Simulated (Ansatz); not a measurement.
A distorted cell of HfO₂ (fluorite):

```
CELL_PARAMETERS angstrom
      0.00000     2.54906     2.54906
      2.54906     0.00000     2.54906
      2.54906     2.54906     0.00000
ATOMIC_POSITIONS crystal
  Hf 0.00000 0.00000 0.00000
  O  0.34709 0.28236 0.15291
  O  0.75000 0.75000 0.75000
```

All values below come from PBE (plane waves to 420 eV, PAW, scalar-relativistic; Ansatz, a program for electronic structure). k mesh 9×9×9 (Γ-centred), Fermi-Dirac smearing 0.05 eV. The energy includes the smearing's −TS. Stress and pressure are positive under compression. HfO2 is run without spin polarisation. HfO2 was relaxed with its symmetry unable to fall. Spin-orbit coupling is left out, though Hf is heavy. The PAW data are Ansatz's earlier set. This is a high-temperature form of HfO2.

**Question.** Predict the force on every atom, in eV/Å.

**Answer.** 
```json
[
 {"atom": "Hf1", "Fx": "-0.818", "Fy": "1.307", "Fz": "1.027"},
 {"atom": "O2", "Fx": "2.099", "Fy": "-1.531", "Fz": "-3.940"},
 {"atom": "O3", "Fx": "-1.282", "Fy": "0.223", "Fz": "2.914"}
]
```

**Question.** What is the stress tensor (GPa)?

**Answer.** 
```
    9.0    -12.9     -2.2
  -12.9      7.7      7.2
   -2.2      7.2     16.1
```
The pressure, a third of the trace, is 10.9 GPa.

**Question.** In it atom 2 sits (-0.165, 0.000, 0.330) Å away from its relaxed site. What is its energy relative to the relaxed cell?

**Answer.** 770 meV/cell.

(A displaced cell: forces are minus the slopes of the energy, force constants its curvatures, and phonons follow from these.)
